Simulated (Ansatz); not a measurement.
The elements of this relaxed trial crystal are hidden behind letters.

```
lattice vectors (Å)
  -2.2243    2.2243    4.4291
   2.2243   -2.2243    4.4291
   2.2243    2.2243   -4.4291
fractional positions
X 0.5000 0.5000 0.0000
Z 0.0000 0.0000 0.0000
Z 0.7500 0.2500 0.5000
Z 0.2500 0.7500 0.5000
Q 0.2439 0.2439 0.0000
Q 0.0000 0.5000 0.5000
Q 0.7561 0.7561 0.0000
Q 0.5000 0.0000 0.5000
```

Level of theory: DFT PBE, scalar-relativistic, plane waves, PAW in Ansatz. The final run on the 8-atom cell used 420 eV, a Γ-centred 12×12×12 mesh, 0.10 eV smearing and no spin polarisation.

* Space group: I4/mmm (No. 139)
* Conventional cell: a = 4.449 Å, c = 8.858 Å
* Volume per atom: 10.96 Å³
* Density: 5.36 g/cm³
* Energy over the elements: −0.77 eV/atom
* Gap on the 12×12×12 mesh of the 8-atom cell: 0 eV (a metal)

Energies are uncorrected and count from the elements' standard states at the same level.

Problem. X is a d-block element of period 5, Z is a d-block element of period 4 and Q is a p-block element of period 2. Which elements are they?

Solution. X = Zr, Z = Ti, Q = C, so the formula is ZrTi3C4. Density times volume gives a mean mass of 5.36 × 10.96/1.6605 = 35.4 u per atom, and this set has 35.4 u. Zr is surrounded by 6 C at 2.22–2.27 Å and 12 Ti at 3.14–3.15 Å; Ti on a site of symmetry 4/mmm has 6 C at 2.16–2.22 Å, 8 Ti at 3.14 Å and 4 Zr at 3.15 Å; C on a site of symmetry 4mm has 5 Ti at 2.16–2.22 Å and 1 Zr at 2.27 Å; 2 more sites not described. Other sets within the hints have nearly the same mass, so mass alone doesn't settle it; this one was computed.

A later test with randomly moved atoms came back to the same energy, though modes that don't fit the test's cell weren't probed.
